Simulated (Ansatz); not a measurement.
HgTe:
```
HgTe
1.0
    4.32901     0.00000     0.00000
    0.00000     4.32901     0.00000
    0.00000     0.00000     6.99812
Hg Te
2 2
Direct
  0.50000   0.00000   0.50035
  0.00000   0.50000   0.49965
  0.00000   0.00000   0.00000
  0.50000   0.50000   0.00000
```

Relaxed with PBE. Special points in fractions of this cell's reciprocal vectors: Γ (0.000, 0.000, 0.000); X (0.000, 0.500, 0.000); M (0.500, 0.500, 0.000); Z (0.000, 0.000, 0.500); R (0.000, 0.500, 0.500); A (0.500, 0.500, 0.500).

Question: List the band energies nearest the Fermi level at these points for PBE (plane waves, PAW; program Ansatz).

Answer: In eV from the Fermi level; about four levels below and three above (degenerate sets whole), none deeper than 8.9 eV; points with the same levels are listed once.

```
k                    below                above
-  -----------------------  -------------------
Γ  -4.70 -3.66 -3.57 -3.57  0.76 1.89 2.99 2.99
X  -1.40 -1.40 -0.82 -0.82  4.96 4.96 6.93 6.93
M  -1.12 -1.12 -1.05 -1.05  0.36 0.36 2.66 2.66
Z  -4.70 -3.52 -3.52 -1.97       0.80 1.20 2.19
R  -0.94 -0.94 -0.68 -0.68  3.71 3.71 6.34 6.34
A  -1.71 -1.71 -1.38 -1.38  1.43 1.43 4.72 4.72
```

Space group P4/mmm (L1₀ or tetragonal B2). A made-up cell: these elements were put on the sites of a structure type; neither database checked (COD, Materials Project) lists it. It is not the phase usual at ambient conditions (space group No. 216). The cell was relaxed with PBE under the symmetry of its start; its stability against distortions is not shown here. A crystal of weakly bound layers computed without a dispersion correction: the cell and the soft elastic constants depend strongly on that. Point labels and valley counts follow the cell and symmetry of the run, lower than the named group. Spin–orbit coupling is left out wherever it is not named.

Potentials: the later of the program's two PAW sets.
